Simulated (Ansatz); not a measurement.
**Data sheet: B₂W (DFT)**

B$_{2}$W:
```
CELL_PARAMETERS angstrom
      3.01116     0.00000     0.00000
     -1.50558     2.60774     0.00000
      0.00000     0.00000    13.95820
ATOMIC_POSITIONS crystal
  B  0.33333 0.66667 0.52327
  B  0.66667 0.33333 0.47673
  B  0.66667 0.33333 0.02327
  B  0.33333 0.66667 0.97673
  B  0.00000 0.00000 0.25000
  B  0.00000 0.00000 0.75000
  B  0.66667 0.33333 0.25000
  B  0.33333 0.66667 0.75000
  W  0.33333 0.66667 0.13550
  W  0.66667 0.33333 0.86450
  W  0.66667 0.33333 0.63550
  W  0.33333 0.66667 0.36450
```

Space group P6_3/mmc (No. 194); conventional cell a = b = 3.0112 Å, c = 13.9582 Å, α = β = 90.00°, γ = 120.00°.

Method: plane-wave PAW r²SCAN (Ansatz code). Geometry: relaxed at this level of theory. Other levels are named where they apply.

### Cell and energy

```json
{
  "volume_per_atom": "9.13 Å³",
  "density": "12.45 g/cm³",
  "Formation energy from the elements (no fitted shifts)": "-0.34 eV/atom"
}
```

### Electronic structure

```json
{
 "electronic_character": "metallic (no gap)",
 "Density of states at the Fermi level": "0.23 states/eV per atom (mean over ±0.08 eV)",
 "Gap with spin–orbit coupling": "none (metallic)"
}
```

### Mechanics

```json
{
 "Bulk modulus (Birch–Murnaghan fit)": "334 GPa",
 "Pressure derivative B′": "4.0",
 "Elastic constants (relaxed ions, GPa)": "C11 = 622, C12 = 145, C13 = 197, C33 = 713, C44 = 243",
 "mechanical_stability": "stable (all eigenvalues of C positive)",
 "hill_bulk_and_shear_moduli": "336 and 239 GPa",
 "Young's modulus": "579 GPa",
 "Poisson's ratio": "0.21",
 "debye_temperature_from_the_elastic_constants": "690 K"
}
```

### Phonons

```json
{
  "highest_zone_centre_frequency": "911 cm^-1",
  "zone_centre_stability": "no imaginary mode at Γ"
}
```

### Charges

```json
{
 "bader_charges": "B -0.63 to -0.46, W +1.06 e"
}
```

The workflow started from a Materials Project entry (that database holds measured and hypothetical structures alike); the Crystallography Open Database files this formula in space group No. 194, but the cells were not matched. Whether it is the stable phase at ambient conditions was not checked. The cell was relaxed with r²SCAN under the symmetry of its start. No spin polarisation was allowed. As this level gives no gap, shear constants depend on the k-mesh and smearing (Fermi–Dirac, 0.1 eV here). As this level gives no gap, phonon frequencies hold no LO–TO term and depend on the k-mesh and smearing (Fermi–Dirac, 0.1 eV here). The references are the lowest solids computed at this level, not always the standard phases. Scalar-relativistic: spin–orbit coupling is off unless named, which matters more the heavier the elements.

Potentials: the later of the program's two PAW sets.
